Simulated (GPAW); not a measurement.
Fitting the PBE energy curve of LiBe

Symmetry: Pm-3m, No. 221, cubic system. Conventional cell: a = 2.811 Å, b = 2.811 Å, c = 2.811 Å, α = 90.00°, β = 90.00°, γ = 90.00°. Be (site symmetry m-3m) has 8 Li at 2.43 Å as nearest neighbours. Around Li (site symmetry m-3m) lie 8 Be at 2.43 Å.

The cell comes from a database or a generator and needn't be the stable form of this composition.

The cell was scaled at fixed shape and fractions and run with GPAW, GPAW PAW data sets (gpaw-data 1.2.1), cutoff 800 eV; PBE, k mesh 9 × 9 × 9 on the cell of 2 atoms, fermi-dirac occupations of 0.05 eV, no spin polarisation, no spin-orbit coupling. Energies are those that the program minimises, any entropy of the smearing included. For a metal such a mesh isn't converged to the digits shown.

| V (Å³/atom) | energy over the lowest row (meV/atom) |
| --- | --- |
| 10.4412 | 12.838 |
| 10.6634 | ? |
| 10.8855 | 3.224 |
| 11.1077 | 0.884 |
| 11.3298 | 0.000 |
| 11.5520 | 0.446 |
| 11.7741 | 2.107 |

**Question.** Fit the third-order Birch-Murnaghan form, give V0, B0 and B′, and predict the energy left open.

**Answer.** With y = (V0/V)^(2/3), E = E0 + (9 V0 B0/16) [(y - 1)³ B′ + (y - 1)² (6 - 4y)]. Least squares through the rows shown give V0 = 11.3633 Å³/atom, E0 = -0.015 meV, B0 = 48.36 GPa (1 eV/Å³ = 160.218 GPa) and B′ = 3.61, with a largest miss of 0.001 meV. At V = 10.6634 the form with these constants gives 7.156 meV; the run gave 7.158 meV an atom.
